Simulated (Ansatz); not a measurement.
# Al5GaSb6 (P-4m2) at 2 levels of theory

One geometry, relaxed with PBE; plane waves with PAW potentials in Ansatz, scalar-relativistic. No spin polarisation. Gaps are the least over mesh and band path; pressure is positive in compression.

```yaml
crystal:
  lattice:
    - [4.40555, 0.00000, 0.00000]
    - [0.00000, 4.40555, 0.00000]
    - [0.00000, 0.00000, 18.62570]
  atoms:
    - { symbol: Al, position: [0.00000, 0.00000, 0.16685] }
    - { symbol: Al, position: [0.50000, 0.50000, 0.33376] }
    - { symbol: Al, position: [0.50000, 0.50000, 0.66624] }
    - { symbol: Al, position: [0.00000, 0.00000, 0.83315] }
    - { symbol: Al, position: [0.50000, 0.50000, 0.00000] }
    - { symbol: Ga, position: [0.00000, 0.00000, 0.50000] }
    - { symbol: Sb, position: [0.50000, 0.00000, 0.91659] }
    - { symbol: Sb, position: [0.00000, 0.50000, 0.08341] }
    - { symbol: Sb, position: [0.50000, 0.00000, 0.25029] }
    - { symbol: Sb, position: [0.00000, 0.50000, 0.41690] }
    - { symbol: Sb, position: [0.50000, 0.00000, 0.58310] }
    - { symbol: Sb, position: [0.00000, 0.50000, 0.74971] }
```

```csv
level,cutoff (eV),k mesh,gap (eV),pressure (GPa)
PBE,420,6×6×2,0.86,0.0
```

What comes out on the same cell with r2SCAN?

```tsv
level	cutoff (eV)	k mesh	gap (eV)	pressure (GPa)
r2SCAN	500	6×6×2	1.22	-1.3
```

Spin-orbit coupling matters for the bands of heavy elements and is left out.

The cell was found from a structure generator's guess, not taken from experiment.
